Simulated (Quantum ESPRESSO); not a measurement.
GaInAl2P4, a curve over one atom's position

Computed values, not a measurement. The program is pw.x of Quantum ESPRESSO 7.5 (plane-wave density functional theory). The cell is made up: 8 atoms on a zincblende/diamond lattice, with randomly drawn elements, strain and displacements, not relaxed. PseudoDojo standard norm-conserving files (v0.5 for PBE, v0.4.1 for LDA and PBEsol) set the functional; there is no spin polarisation, spin-orbit coupling or dispersion term, and the masses in the input are unused placeholders.

Seven runs move atom 1 (Ga, counted in the order of the input) along x and keep all else fixed.

Input of the run at +0.0107:

```
&control calculation='scf', pseudo_dir='./dojo.nc.sr.pbe.v0_5.standard.upf', outdir='./o', disk_io='medium', tprnfor=.true., tstress=.true. /
&system ibrav=0, nat=8, ntyp=4, nbnd=32, ecutwfc=79.96652505, nosym=.true., tot_charge=0,
 occupations='smearing', smearing='fd', degauss=0.0018374661
/
&electrons conv_thr=7.350e-09, electron_maxstep=60, /
ATOMIC_SPECIES
Al 1.0 Al.upf
Ga 1.0 Ga.upf
In 1.0 In.upf
P 1.0 P.upf
CELL_PARAMETERS angstrom
5.684 -0.0004 0.0077
-0.0004 5.6269 -0.0548
0.0077 -0.0548 5.4785
ATOMIC_POSITIONS angstrom
Ga -0.0937 -0.1117 -0.0186
In 0.116 2.8955 2.6881
Al 2.816 -0.0508 2.6886
Al 2.8594 2.8134 -0.019
P 1.4926 1.3468 1.4247
P 1.432 4.0939 4.0544
P 4.2737 1.3061 4.198
P 4.2564 4.2509 1.3111
K_POINTS automatic
4 4 4 1 1 1
```

| shift of atom 1 along x (Å) | free energy less that of the input shown (eV) | Fx on atom 1 (eV/Å) | Fy on atom 1 (eV/Å) | Fz on atom 1 (eV/Å) | pressure (GPa) | iterations |
| --- | --- | --- | --- | --- | --- | --- |
| -0.0980 | 0.1725 | 2.060 | 0.836 | -0.257 | 3.14 | 9 |
| -0.0418 | 0.0703 | 1.571 | 0.846 | -0.149 | 2.89 | 9 |
| -0.0263 | 0.0470 | 1.434 | 0.850 | -0.119 | 2.83 | 9 |
| -0.0152 | 0.0316 | 1.336 | 0.854 | -0.099 | 2.79 | 9 |
| +0.0107 | 0.0000 | 1.105 | 0.864 | -0.050 | 2.70 | 9 |
| +0.0228 | -0.0127 | 0.997 | 0.869 | -0.027 | 2.67 | 9 |
| +0.0975 | -0.0621 | 0.325 | 0.912 | 0.111 | 2.49 | 9 |

A cubic fit gives dFx/dx = -8.92 eV/Å² at zero shift. Across the table the free energy follows the integral of the force to within 0.2 meV. A rerun of one of the cells at 1377 eV and a 6 x 6 x 6 mesh moved values by no more than 0.007 eV in energy, 0.02 GPa in stress and 0.002 eV/Å in force.